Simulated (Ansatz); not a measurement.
Input:

Ag₃SI:
```yaml
crystal:
  lattice:
    - [4.86876, 0.00000, 0.00000]
    - [0.00000, 4.86876, 0.00000]
    - [0.00000, 0.00000, 4.86876]
  atoms:
    - { symbol: Ag, position: [0.50000, 0.50000, 0.00000] }
    - { symbol: Ag, position: [0.00000, 0.50000, 0.50000] }
    - { symbol: Ag, position: [0.50000, 0.00000, 0.50000] }
    - { symbol: S, position: [0.50000, 0.50000, 0.50000] }
    - { symbol: I, position: [0.00000, 0.00000, 0.00000] }
```

This is the PBEsol-relaxed structure.

Task: All from DFT-PBEsol in the program Ansatz with PAW potentials, unless another level is named. Estimate the gap with spin–orbit coupling.

Result: 0.53 eV.

Task: And the hole effective mass with spin–orbit coupling?

Result: 0.33, 0.33, 0.54 mₑ (principal values).

Task: Predict the formation energy from the elements (no fitted shifts).

Result: 7 meV/atom.

Task: What about the valence-band maximum?

Result: at M.

Space group Pm-3m (anti-perovskite). The workflow started from an entry of the Crystallography Open Database (COD), which files this formula under 2 space groups. Its standing as an ambient phase is unchecked. The cell was relaxed with PBEsol under the symmetry of its start; whether a distortion lowers the energy is not shown. The run is not spin-polarised. The references are the lowest solids computed at this level, not always the standard phases. Spin–orbit coupling is left out wherever it is not named.

Potentials: the later of the program's two PAW sets.
